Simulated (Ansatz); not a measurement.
GaB2As3, ordered on the zincblende lattice (Imm2) with 6 atoms a cell at its r2SCAN geometry, run in the PAW code Ansatz at 2 levels of theory. Spin-unpolarised throughout. Whether this structure exists isn't addressed.

The HSE06 input:
```yaml
crystal:
  lattice:
    - [-1.7799428443, 5.3716401558, 2.5636674129]
    - [1.7799428443, -5.3716401558, 2.5636674129]
    - [1.7799428443, 5.3716401558, -2.5636674129]
  atoms:
    - { symbol: B, position: [0.6731176554, 1.0020960386, 0.6710216168] }
    - { symbol: As, position: [0.457707807, 0.2737209094, 0.1839868975] }
    - { symbol: B, position: [0.3310744219, 0.0020960386, 0.3289783832] }
    - { symbol: As, position: [0.0897340119, 0.2737209094, 0.8160131025] }
    - { symbol: Ga, position: [0.0014792638, 0.0014792638, 0.0] }
    - { symbol: As, position: [0.69688684, 0.19688684, 0.5] }
kpoints:
  mp_grid: { grid: [6, 6, 6] }
  band_path:
    path:
      - [0.0, 0.0, 0.0]
      - [0.5, -0.5, 0.5]
      - [0.277449744, -0.277449744, 0.722550256]
      - [-0.277449744, 0.277449744, 0.277449744]
      - [0.3069442073, 0.3069442073, -0.3069442073]
      - [0.6930557927, -0.3069442073, 0.3069442073]
      - [0.0, 0.5, 0.0]
      - [0.25, 0.25, 0.25]
      - [0.5, 0.0, 0.0]
      - [0.169271, -0.169271, -0.401042]
      - [0.5386111585, -0.4613888415, 0.4613888415]
    npoints: 1
hamiltonian:
  xc: hse06
scf:
  occupations: { method: fixed }
  n_extra_bands: 5
output:
  forces: true
  stress: true
  eigenvalues: true
```

Main results, then, where recorded, the levels near the gap in eV from the Fermi energy (columns number the bands from 0), one row a point of the path (Γ, X, F₀, Σ₀, Λ₀, G₀, R, W, S, (0.169, -0.169, -0.401), G₀–X (0.80)):
```
Crystal: 6 atoms, lattice volume = 98.047 Å³
Symmetry: 4 space group operations
Space group: Imm2 (ITA 44)
```
```
Basis set: ecut = 420 eV, 1925 PW (Γ), FFT grids on a1+a2, a2+a3, a3
k-points: 46 of 216 (time reversal used)
Exchange kernel: α = 0.2500, screened, ω = 0.2079 Å⁻¹, Wigner–Seitz truncation, v(0) = 1046.6816 eV·Å³, q-mesh 6×6×6
hybrid outer 1: dexx = +2.198e-2 eV, tail = 1.47e-4 eV
hybrid outer 2: dexx = +1.907e-6 eV, tail = 6.12e-8 eV, Δε = 2.96e-3 eV, ΔF = 6.95e-3 eV/Å
hybrid outer 3: dexx = +7.190e-10 eV, tail = 7.42e-10 eV, Δε = 5.85e-5 eV, ΔF = 2.87e-5 eV/Å
hybrid SCF converged: 3 outer / 16 inner (+4 warm-up)
Free energy (F): -18667.770587 eV
Fermi energy:    10.254836 eV
--- Forces (eV/Å), atoms counted from 1 ---
  atom   1  B       0.00000      0.00620    -0.02063
  atom   2  As      0.00000      0.08026      0.08061
  atom   3  B       0.00000    -0.00620    -0.02063
  atom   4  As      0.00000    -0.08026      0.08061
  atom   5  Ga      0.00000      0.00000      0.02280
  atom   6  As      0.00000      0.00000    -0.14277
--- Stress (GPa, compression-positive) ---
       -0.398730       0.000000       0.000000
        0.000000      -0.384402       0.000000
        0.000000       0.000000      -0.376338
  P = ⅓ Tr σ = -0.3865 GPa (-3.865 kbar)
```
```tsv
band_29	band_30	band_31	band_32	band_33	band_34
-0.632	-0.599	0.000	1.904	2.608	3.236
-2.699	-1.885	-0.283	1.252	1.522	3.277
-4.111	-3.635	-2.577	1.256	2.016	2.322
-4.111	-3.635	-2.577	1.256	2.016	2.322
-2.142	-1.893	-0.748	1.341	2.185	2.772
-2.142	-1.893	-0.748	1.341	2.185	2.772
-4.088	-2.270	-2.052	1.984	4.008	4.327
-3.659	-2.750	-2.714	2.935	3.358	4.034
-3.028	-1.995	-0.923	1.816	2.465	3.398
-4.052	-3.500	-2.921	1.149	1.890	2.345
-2.572	-1.930	-0.303	1.206	1.644	3.022
```

HSE06 gives an indirect gap of 1.15 eV, from Γ to k = (0.169, -0.169, -0.401); the least direct gap is 1.51 eV at G₀–X (0.80 of the way from G₀).

Q: Another run on the same cell gave
```
Basis set: ecut = 420 eV, 1925 PW (Γ), FFT grids on a1+a2, a2+a3, a3
k-points: 46 of 216 (time reversal used)
hybrid outer 1: dexx = +3.061e-2 eV, tail = 1.85e-4 eV
hybrid outer 2: dexx = +5.102e-6 eV, tail = 1.16e-7 eV, Δε = 3.85e-3 eV, ΔF = 9.34e-3 eV/Å
hybrid outer 3: dexx = +1.205e-9 eV, tail = 9.28e-10 eV, Δε = 7.88e-5 eV, ΔF = 3.54e-5 eV/Å
hybrid SCF converged: 3 outer / 16 inner (+5 warm-up)
Free energy (F): -18667.802767 eV
Fermi energy:    9.932098 eV
--- Forces (eV/Å), atoms counted from 1 ---
  atom   1  B       0.00000      0.00669    -0.02205
  atom   2  As      0.00000      0.06958      0.07487
  atom   3  B       0.00000    -0.00669    -0.02205
  atom   4  As      0.00000    -0.06958      0.07487
  atom   5  Ga      0.00000      0.00000      0.02045
  atom   6  As      0.00000      0.00000    -0.12608
--- Stress (GPa, compression-positive) ---
       -0.554864       0.000000       0.000000
        0.000000      -0.533041       0.000000
        0.000000       0.000000      -0.537578
  P = ⅓ Tr σ = -0.5418 GPa (-5.418 kbar)
```
```tsv
band_29	band_30	band_31	band_32	band_33	band_34
-0.628	-0.593	0.000	2.574	3.273	3.889
-2.737	-1.908	-0.298	1.908	2.190	3.955
-4.164	-3.677	-2.611	1.908	2.681	2.990
-4.164	-3.677	-2.611	1.908	2.681	2.990
-2.167	-1.910	-0.771	1.994	2.843	3.421
-2.167	-1.910	-0.771	1.994	2.843	3.421
-4.151	-2.297	-2.076	2.630	4.696	5.017
-3.717	-2.786	-2.752	3.601	4.035	4.720
-3.079	-2.017	-0.950	2.469	3.137	4.063
-4.106	-3.543	-2.962	1.800	2.555	3.015
-2.607	-1.954	-0.319	1.862	2.312	3.695
```
Which level of theory gave it?

A: It is PBE0, judged by the exchange loop and the size of the gap (a near hybrid could fit too), on 6×6×6; the blocks that differ from the first input, but for the band path:
```yaml
hamiltonian:
  xc: pbe0
```
With PBE0 the valence top lies at Γ and the conduction bottom at k = (0.169, -0.169, -0.401), 1.80 eV higher; the smallest vertical gap, at G₀–X (0.80 of the way from G₀), is 2.18 eV. With the atoms held, the mean pressure is -0.5 GPa (compression positive). The stress of a hybrid is loosely converged here.

Totals of different functionals can't be compared.

Spin-orbit coupling is left out.
